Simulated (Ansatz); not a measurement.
CdPd (L1₀ or tetragonal B2, space group No. 123), the program Ansatz at the r²SCAN level (PAW), all energies at zero smearing, with the estimated change up to a 700 eV cutoff added, with one set of potentials and settings (totals compare only within such a set). Cell of 2 atoms (1 Cd, 1 Pd): -15254.864 eV.

```
element                reference phase  E (eV/atom)
-------  -----------------------------  -----------
Cd       P6_3/mmc, 2 atoms in the cell   -8268.1834
Pd          Fm-3m, 1 atoms in the cell   -6985.7456
```

Formation energy per atom, worked out: (-15254.864 − 1×(-8268.1834) − 1×(-6985.7456))/2 = -0.468 eV/atom (-45 kJ per mol of atoms), at 0 K, without zero-point energy or fitted corrections.

Space group P4/mmm (L1₀ or tetragonal B2). The workflow started from an entry of the Crystallography Open Database (COD). Whether it is the stable phase at ambient conditions was not checked. The cell was relaxed with r²SCAN under the symmetry of its start; whether a distortion lowers the energy is not shown. The run is not spin-polarised. The references are the lowest solids computed at this level, not always the standard phases.

Potentials: the later of the program's two PAW sets.
